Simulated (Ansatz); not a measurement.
**Run record: Zn2CrIn3Te8**

The cell (14 atoms) is Zn2CrIn3Te8 as a cell of a measured crystal with one cation replaced (not relaxed). One In of COD entry 1537378 is replaced by Cr, with no charge compensation. Forces or pressure are large, so the cell is far from its computed equilibrium.

Method: DFT, PBE, PAW, plane waves, scalar-relativistic (Ansatz).

The input:

```yaml
crystal:
  lattice:
    - [6.122, 0.0, 0.0]
    - [0.0, 6.122, 0.0]
    - [0.0, 0.0, 12.24]
  atoms:
    - { symbol: Cr, position: [0.5, 0.5, 0.0], spin: 3.0 }
    - { symbol: In, position: [0.0, 0.5, 0.25] }
    - { symbol: Zn, position: [0.0, 0.0, 0.0] }
    - { symbol: Te, position: [0.25, 0.25, 0.125] }
    - { symbol: Te, position: [0.75, 0.25, 0.375] }
    - { symbol: Te, position: [0.75, 0.75, 0.125] }
    - { symbol: Te, position: [0.25, 0.75, 0.375] }
    - { symbol: In, position: [0.0, 0.0, 0.5] }
    - { symbol: In, position: [0.5, 0.0, 0.75] }
    - { symbol: Zn, position: [0.5, 0.5, 0.5] }
    - { symbol: Te, position: [0.75, 0.75, 0.625] }
    - { symbol: Te, position: [0.25, 0.75, 0.875] }
    - { symbol: Te, position: [0.25, 0.25, 0.625] }
    - { symbol: Te, position: [0.75, 0.25, 0.875] }
magnetization:
  spin_polarized: true
hamiltonian:
  xc: pbe
  pseudopotentials: { kind: paw }
basis:
  ecutwfc: 420
kpoints:
  mp_grid: { grid: [2, 2, 1] }
scf:
  occupations: { method: fermi_dirac, width: 0.05 }
  lower_state_search: standard
output:
  forces: true
  stress: true
```

The run was started with:
```sh
ansatz run input.yaml --threads 4 --pin off --max-ram 9216MiB --backend cpu --events-out ev --progress --plain --runs-dir out
```

What the program printed (shortened):

```
the run goes by scf.lower_state_search standard: where its kind and settings allow, a search for a lower-energy state can add stability tests and further SCF calculations, which can take several times, in some runs tens of times, as long as the SCF (see the manual's entry of the key); [...]
Pseudopotentials: kind: paw
Pseudopotential: Cr, paw, valence charge 14, recommended cutoff 420 eV (normal), Cr.paw.azcp
Pseudopotential: In, paw, valence charge 13, recommended cutoff 420 eV (normal), In.paw.azcp
Pseudopotential: Zn, paw, valence charge 12, recommended cutoff 420 eV (normal), Zn.paw.azcp
Pseudopotential: Te, paw, valence charge 16, recommended cutoff 420 eV (normal), Te.paw.azcp
Functional definition: PBE
Crystal: 14 atoms, lattice volume = 458.742 Å³
Basis set: ecut = 420 eV, 8941 PW (Γ), exchange–correlation on 90×90×180 points (8 copies of the dense FFT grid, shifted against one another)
Bands: 125, of which v1, the nominal top of the filled ones, is band 103 counted from 1 (102 counted from 0)
Symmetry: 4 space group operations
Space group: P-4 (ITA 81), of the structure as read, at distance tolerance 7.7e-5 Å
Magnetic group: BNS 81.33 (UNI 693), of the structure as read, at distance tolerance 7.7e-5 Å
k-points: 3 of 4
Non-local potential: Cr, projectors of the file, l = 0: 3, l = 1: 2, l = 2: 3, l = 3: 1
Non-local potential: In, projectors of the file, l = 0: 2, l = 1: 2, l = 2: 2, l = 3: 2
Non-local potential: Zn, projectors of the file, l = 0: 2, l = 1: 2, l = 2: 3, l = 3: 1
Non-local potential: Te, projectors of the file, l = 0: 2, l = 1: 2, l = 2: 2, l = 3: 2
Initial density: superposition of atomic densities (chi_scale 0.1, normalization cell)
Starting moments: Σ|m| = 3 μB on 1 of 14 sites
Initial wavefunctions: pseudopotential atomic-orbital guess
Functional: x = pbe(κ = 0.804, μ = 0.2195149727645171), c = pbe(β = 0.06672455060314922)
SCF iter   1: F=—  HF=-82651.899605 eV  |F-HF|=—  |Δ(HF+E_count)|=         —  Δρ=2.01e-2 (↑1.63e-2 ↓2.01e-2)  dr2=7.68e0  dr2_m=9.00e-2  M=3.000 μB ∫|m|=3.537 μB  β_m=0.30  ethr=3.10e-3  ⟨swp⟩=6.8  Hψ=2935  notcnv=0  defer=13
Mixer restart at iter 1: flushing history
preconditioner: auto → Kerker (q_TF=auto, 2.386 Å⁻¹)  [metal: Δε(μ)=0.048 eV  Ē_g=11.048 eV  σ=0.050 eV  W_gap=0.23  n_scr=116 (ndim 8)  ℏωp=18.8 eV  f_vac=0.043  D(μ)=5.89/eV (n_scr^D=28)]
spin=Collinear: Kerker preconditioning applied to the charge; magnetization (m = ρ↑ − ρ↓) channel mixes plain (no charge-response kernel on spin).
SCF iter   2: F=—  HF=-82651.257604 eV  |F-HF|=—  |Δ(HF+E_count)|=   6.42e-1  Δρ=1.43e-2 (↑9.97e-3 ↓1.43e-2)  dr2=2.70e0  dr2_m=2.04e-1  M=3.000 μB ∫|m|=3.803 μB  β_m=0.46  ethr=3.10e-3  ⟨swp⟩=2.5  Hψ=1550  notcnv=0  defer=78
SCF iter   3: F=—  HF=-82650.804886 eV  |F-HF|=—  |Δ(HF+E_count)|=   4.53e-1  Δρ=6.71e-3 (↑6.12e-3 ↓6.71e-3)  dr2=6.70e-1  dr2_m=6.90e-2  M=3.000 μB ∫|m|=4.032 μB  β_m=0.61  ethr=1.32e-3  ⟨swp⟩=2.0  Hψ=903  notcnv=0  defer=80
SCF iter   4: F=—  HF=-82650.712554 eV  |F-HF|=—  |Δ(HF+E_count)|=   9.23e-2  Δρ=2.28e-3 (↑2.28e-3 ↓2.14e-3)  dr2=1.04e-1  dr2_m=4.30e-4  M=3.000 μB ∫|m|=4.206 μB  β_m=0.58  ethr=3.27e-4  ⟨swp⟩=3.0  Hψ=1104  notcnv=0  defer=84
SCF iter   5: F=—  HF=-82650.693483 eV  |F-HF|=—  |Δ(HF+E_count)|=         —  Δρ=1.06e-3 (↑1.06e-3 ↓8.73e-4)  dr2=5.37e-2  dr2_m=2.27e-4  M=3.000 μB ∫|m|=4.220 μB  β_m=0.58  ethr=5.09e-5  ⟨swp⟩=2.0  Hψ=1127  notcnv=0  defer=84
SCF iter   6: F=—  HF=-82650.706234 eV  |F-HF|=—  |Δ(HF+E_count)|=   1.28e-2  Δρ=5.57e-4 (↑5.44e-4 ↓5.57e-4)  dr2=2.40e-2  dr2_m=6.74e-5  M=3.000 μB ∫|m|=4.226 μB  β_m=0.79  ethr=2.62e-5  ⟨swp⟩=2.0  Hψ=804  notcnv=0  defer=84
SCF iter   7: F=—  HF=-82650.711811 eV  |F-HF|=—  |Δ(HF+E_count)|=   5.58e-3  Δρ=5.79e-4 (↑5.79e-4 ↓2.70e-4)  dr2=6.93e-3  dr2_m=1.44e-4  M=3.000 μB ∫|m|=4.217 μB  β_m=0.89  ethr=1.17e-5  ⟨swp⟩=2.0  Hψ=934  notcnv=0  defer=84
SCF iter   8: F=—  HF=-82650.714013 eV  |F-HF|=—  |Δ(HF+E_count)|=   2.20e-3  Δρ=2.44e-4 (↑2.44e-4 ↓1.51e-4)  dr2=2.05e-3  dr2_m=2.17e-5  M=3.000 μB ∫|m|=4.222 μB  β_m=0.95  ethr=3.38e-6  ⟨swp⟩=2.0  Hψ=1432  notcnv=0  defer=84
SCF iter   9: F=—  HF=-82650.714330 eV  |F-HF|=—  |Δ(HF+E_count)|=   3.17e-4  Δρ=1.96e-4 (↑1.96e-4 ↓1.71e-4)  dr2=9.92e-4  dr2_m=4.61e-6  M=3.000 μB ∫|m|=4.221 μB  β_m=0.78  ethr=9.99e-7  ⟨swp⟩=2.0  Hψ=979  notcnv=0  defer=84
SCF iter  10: F=—  HF=-82650.714146 eV  |F-HF|=—  |Δ(HF+E_count)|=   1.84e-4  Δρ=8.71e-5 (↑8.71e-5 ↓7.44e-5)  dr2=5.11e-4  dr2_m=1.31e-6  M=3.000 μB ∫|m|=4.220 μB  β_m=0.74  ethr=4.84e-7  ⟨swp⟩=2.0  Hψ=921  notcnv=0  defer=84
SCF iter  11: F=—  HF=-82650.714106 eV  |F-HF|=—  |Δ(HF+E_count)|=   4.01e-5  Δρ=5.60e-5 (↑5.60e-5 ↓3.16e-5)  dr2=2.06e-4  dr2_m=1.69e-6  M=3.000 μB ∫|m|=4.219 μB  β_m=0.80  ethr=2.49e-7  ⟨swp⟩=2.3  Hψ=925  notcnv=0  defer=83
SCF iter  12: F=—  HF=-82650.714103 eV  |F-HF|=—  |Δ(HF+E_count)|=   2.44e-6  Δρ=4.39e-5 (↑4.39e-5 ↓4.12e-5)  dr2=4.98e-5  dr2_m=1.10e-7  M=3.000 μB ∫|m|=4.218 μB  β_m=0.71  ethr=1.01e-7  ⟨swp⟩=2.0  Hψ=955  notcnv=0  defer=83
SCF iter  13: F=—  HF=-82650.714105 eV  |F-HF|=—  |Δ(HF+E_count)|=   1.64e-6  Δρ=1.91e-5 (↑1.91e-5 ↓1.46e-5)  dr2=1.15e-5  dr2_m=8.00e-8  M=3.000 μB ∫|m|=4.218 μB  β_m=0.70  ethr=2.43e-8  ⟨swp⟩=2.0  Hψ=962  notcnv=0  defer=83
SCF iter  14: F=—  HF=-82650.714109 eV  |F-HF|=—  |Δ(HF+E_count)|=   4.21e-6  Δρ=1.83e-5 (↑1.83e-5 ↓9.85e-6)  dr2=5.44e-6  dr2_m=1.50e-7  M=3.000 μB ∫|m|=4.218 μB  β_m=0.77  ethr=5.63e-9  ⟨swp⟩=2.0  Hψ=1368  notcnv=0  defer=83
SCF iter  15: F=—  HF=-82650.714112 eV  |F-HF|=—  |Δ(HF+E_count)|=   2.69e-6  Δρ=5.19e-6 (↑5.19e-6 ↓3.84e-6)  dr2=9.85e-7  dr2_m=1.06e-8  M=3.000 μB ∫|m|=4.218 μB  β_m=0.88  ethr=2.66e-9  ⟨swp⟩=2.0  Hψ=1365  notcnv=0  defer=83
SCF iter  16: F=—  HF=-82650.714112 eV  |F-HF|=—  |Δ(HF+E_count)|=   3.91e-7  Δρ=2.25e-6 (↑2.25e-6 ↓2.20e-6)  dr2=2.55e-7  dr2_m=1.34e-10  M=3.000 μB ∫|m|=4.218 μB  β_m=0.94  ethr=4.80e-10  ⟨swp⟩=2.0  Hψ=959  notcnv=0  defer=83
SCF iter  17: F=—  HF=-82650.714112 eV  |F-HF|=—  |Δ(HF+E_count)|=   1.23e-7  Δρ=3.26e-6 (↑3.26e-6 ↓1.10e-6)  dr2=1.02e-7  dr2_m=6.51e-9  M=3.000 μB ∫|m|=4.218 μB  β_m=0.91  ethr=1.24e-10  ⟨swp⟩=2.0  Hψ=961  notcnv=0  defer=83
SCF iter  18: F=—  HF=-82650.714112 eV  |F-HF|=—  |Δ(HF+E_count)|=   8.03e-9  Δρ=9.36e-7 (↑9.36e-7 ↓4.64e-7)  dr2=1.53e-8  dr2_m=4.43e-10  M=3.000 μB ∫|m|=4.218 μB  β_m=0.95  ethr=4.96e-11  ⟨swp⟩=2.0  Hψ=1371  notcnv=0  defer=83
SCF iter  19: F=-82650.714112 eV  HF=-82650.714112 eV  |F-HF|=8.43e-9  |Δ(HF+E_count)|=   8.57e-9  Δρ=7.91e-7 (↑7.91e-7 ↓4.11e-7)  dr2=9.57e-9  dr2_m=2.43e-10  M=3.000 μB ∫|m|=4.218 μB  ethr=7.45e-12  ⟨swp⟩=1.3  Hψ=1760  notcnv=0
SCF 1 converged in 19 iterations: F = -82650.714112 eV  dr2 = 9.57e-9
  greatest PAW one-centre occupation: 1.000 electrons in one spin orbital (limit 2), on the Cr atom at site 0 (counted from 0), in its partial waves of l = 0
SCF converged after 19 iterations
Magnetization: 3.0000 μB (104.0000 up, 101.0000 down)
Absolute magnetization: 4.2228 μB (∫|ρ↑−ρ↓|, with the PAW one-centre terms)
Spin contamination: 0.4030 ħ² per cell (⟨S²⟩ above its minimum at these occupations)
Per-site moments (μB) at R_I (Å): [(3.1022, 1.0933), (0.0110, 1.0933), (0.0172, 1.0933), (-0.0748, 1.0933), (-0.0119, 1.0933), (-0.0748, 1.0933), (-0.0119, 1.0933), (-4.3474e-5, 1.0933), (0.0110, 1.0933), (-0.0011, 1.0933), (-0.0119, 1.0933), (-0.0748, 1.0933), (-0.0119, 1.0933), (-0.0748, 1.0933)]
Free energy (F): -82650.714112 eV
Harris-Foulkes:  -82650.714112 eV  (|F-HF|=8.43e-9)
Internal energy: -82650.673476 eV  (E = F + TS)
E sigma→0 (E₀):  -82650.693794 eV
Entropy (-TS):   -0.040636 eV (-2.903 meV/atom)
Fermi energy:    7.300190 eV
--- Per-component energies (eV) ---
  E_band       = -2743.023832
  E_kinetic    = 2789.292704
  E_local      = -22259.935013  (includes V_loc(G=0)·N_el)
  E_nonlocal   = -64.130369
  E_hartree    = 11601.510300
  E_xc         = -2054.707897
  E_vxc        = -1413.648613  (∫ρ·V_xc dr)
  E_paw        = -54623.976220  (= ΣΔE_a)
  E_vpaw       = -4997.614384  (= ΣTr[D̂ρ^β])
  E_aug_tail   = -0.002001  (compensation charges beyond the density's cutoff)
  E_ewald      = -18038.724979
  E_smearing   = -0.040636  (= −TS)
  E_closure    = -0.000000  (closes the sum)
  Σ components = -82650.714112   (vs F -82650.714112, Δ=0.00e0)
--- Forces (eV/Å), atoms counted from 1 ---
  atom   1  Cr     0.00000000     0.00000000    -0.00000000
  atom   2  In     0.00000000    -0.00000000    -0.06116713
  atom   3  Zn    -0.00000000     0.00000000     0.00000000
  atom   4  Te     1.03518204    -0.78885284    -0.73009240
  atom   5  Te    -1.75334185    -0.23648986    -0.26530933
  atom   6  Te    -1.03518204     0.78885284    -0.73009240
  atom   7  Te     1.75334185     0.23648986    -0.26530933
  atom   8  In     0.00000000     0.00000000    -0.00000000
  atom   9  In    -0.00000000    -0.00000000     0.06116713
  atom  10  Zn    -0.00000000    -0.00000000     0.00000000
  atom  11  Te     0.23648986    -1.75334185     0.26530933
  atom  12  Te    -0.78885284    -1.03518204     0.73009240
  atom  13  Te    -0.23648986     1.75334185     0.26530933
  atom  14  Te     0.78885284     1.03518204     0.73009240
  max |Σ_I F_I| component: 3.33e-16 eV/Å
--- Stress (GPa, compression-positive) ---
        6.007793      -0.000000       0.000000
        0.000000       6.007793       0.000000
        0.000000       0.000000       5.558194
  P = ⅓ Tr σ = 5.8579 GPa (58.579 kbar)
```

Among 8 converged runs of this cell from various starts and settings, this end is the lowest found.

With one magnetic atom in the cell its copies can only be parallel; orders in a larger cell may lie lower.

The run took 13 s on 4 threads of Arm Neoverse V1, on a shared host, peak memory 1.4 GiB.
